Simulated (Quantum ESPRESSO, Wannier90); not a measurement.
## Wannierisation of CdTe (zinc blende)

Structure: Materials Project mp-406, symmetrised, not relaxed again. COD (Crystallography Open Database) has the formula in 2 space groups, this one among them (matched by group alone). Computed values, not measurements, from PBEsol: Quantum ESPRESSO (norm-conserving PseudoDojo potentials, cutoff 82 Ry, no spin polarisation, no spin-orbit coupling) on a Γ-centred 8×8×8 mesh, then Wannier90. Density: 8×8×8 mesh, Gaussian smearing 0.01 Ry. Spin-orbit coupling is left out although heavy elements are present.

```
begin unit_cell_cart
ang
    0.0000000000    3.2821150000    3.2821150000
    3.2821150000    0.0000000000    3.2821150000
    3.2821150000    3.2821150000    0.0000000000
end unit_cell_cart
mp_grid = 8 8 8
```

Problem. Which shells of neighbouring k-points and which b-vectors and weights does Wannier90 pick for this cell and mesh?

Solution. 
```
 *---------------------------------- K-MESH ----------------------------------*
 +----------------------------------------------------------------------------+
 |                    Distance to Nearest-Neighbour Shells                    |
 |                    ------------------------------------                    |
 |          Shell             Distance (Ang^-1)          Multiplicity         |
 |          -----             -----------------          ------------         |
 |             1                   0.207237                      8            |
 |             2                   0.239296                      6            |
 |             3                   0.338416                     12            |
 |             4                   0.396828                     24            |
 |             5                   0.414473                      8            |
 |             6                   0.478593                      6            |
 |             7                   0.521534                     24            |
 |             8                   0.535083                     24            |
       ... (lines left out)
 +----------------------------------------------------------------------------+
 | The b-vectors are chosen automatically                                     |
 | The following shells are used:                       1                     |
 +----------------------------------------------------------------------------+
 |                        Shell   # Nearest-Neighbours                        |
 |                        -----   --------------------                        |
 |                          1               8                                 |
 +----------------------------------------------------------------------------+
 | Completeness relation is fully satisfied [Eq. (B1), PRB 56, 12847 (1997)]  |
 +----------------------------------------------------------------------------+
 |                  b_k Vectors (Ang^-1) and Weights (Ang^2)                  |
 |                  ----------------------------------------                  |
 |            No.         b_k(x)      b_k(y)      b_k(z)        w_b           |
 |            ---        --------------------------------     --------        |
 |             1         0.119648    0.119648   -0.119648     8.731680        |
 |             2         0.119648   -0.119648    0.119648     8.731680        |
 |             3        -0.119648    0.119648    0.119648     8.731680        |
 |             4         0.119648    0.119648    0.119648     8.731680        |
 |             5        -0.119648   -0.119648    0.119648     8.731680        |
 |             6        -0.119648    0.119648   -0.119648     8.731680        |
 |             7         0.119648   -0.119648   -0.119648     8.731680        |
 |             8        -0.119648   -0.119648   -0.119648     8.731680        |
```
